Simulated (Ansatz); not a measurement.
Si$_{3}$Ge: computed property card

Si₃Ge:
```
Si3Ge
1.0
    3.88616     0.00000     0.00000
    0.00000     3.88616     0.00000
    0.00000     0.00000     5.48865
Si Ge
3 1
Cartesian
  1.94308   0.00000   4.14322
  0.00000   0.00000   0.00000
  0.00000   1.94308   1.34543
  1.94308   1.94308   2.74433
```

Space group P-4m2 (No. 115); conventional cell a = b = 3.8862 Å, c = 5.4887 Å, α = β = γ = 90.00°.

Method: r²SCAN in the plane-wave PAW code Ansatz. The cell and atoms are relaxed at this level. Other levels are named where they apply.

Cell and energy:

```
Quantity                                                      Result
-----------------------------------------------------  -------------
Volume per atom                                             20.72 Å³
Density                                                   3.14 g/cm³
Formation energy from the elements (no fitted shifts)  0.008 eV/atom
```

Electronic structure:

```
Quantity                                                                           Value
------------------------------------------------  --------------------------------------
Band gap                                                              0.56 eV (indirect)
Valence-band maximum                                                                at Γ
Conduction-band minimum                                                             at M
Smallest direct gap on the standard path                                         0.85 eV
Electron effective mass                           0.19, 0.42, 0.42 mₑ (principal values)
Electron effective mass with spin–orbit coupling  0.19, 0.42, 0.42 mₑ (principal values)
Hole effective mass, band 1 of 2 at the edge              2.1 along x, 0.24 along z (mₑ)
Hole effective mass, band 2 of 2 at the edge            0.088 along x, 0.24 along z (mₑ)
Hole effective mass with spin–orbit coupling      0.17, 0.19, 0.24 mₑ (principal values)
HSE06 gap on the r²SCAN cell                                                     0.93 eV
Gap with spin–orbit coupling                                                     0.52 eV
```

Mechanics:

```
Quantity                                                                                                    Result
--------------------------------------------  --------------------------------------------------------------------
Bulk modulus (Birch–Murnaghan fit)                                                                        906 kbar
Pressure derivative B′                                                                                         4.3
Elastic constants (relaxed ions, GPa)         C11 = 188, C12 = 28.4, C13 = 57.0, C33 = 158, C44 = 78.9, C66 = 50.8
Mechanical stability                                                        stable (all eigenvalues of C positive)
Hill bulk and shear moduli                                                                       90.9 and 66.2 GPa
Young's modulus                                                                                            160 GPa
Poisson's ratio                                                                                               0.21
Debye temperature from the elastic constants                                                                 550 K
```

Charges:

```
Item                                   Value
-------------  -----------------------------
Bader charges  Si +0.04 to +0.17, Ge -0.38 e
```

The start of the workflow was typed in or built on a structure type; neither database checked (COD, Materials Project) lists it. Whether it is the stable phase at ambient conditions was not checked. Symmetry was held in the r²SCAN relaxation; its stability against distortions is not shown here. The references are the lowest solids computed at this level, not always the standard phases. Scalar-relativistic: spin–orbit coupling is off unless named, which matters more the heavier the elements.

Potentials: the later of the program's two PAW sets.
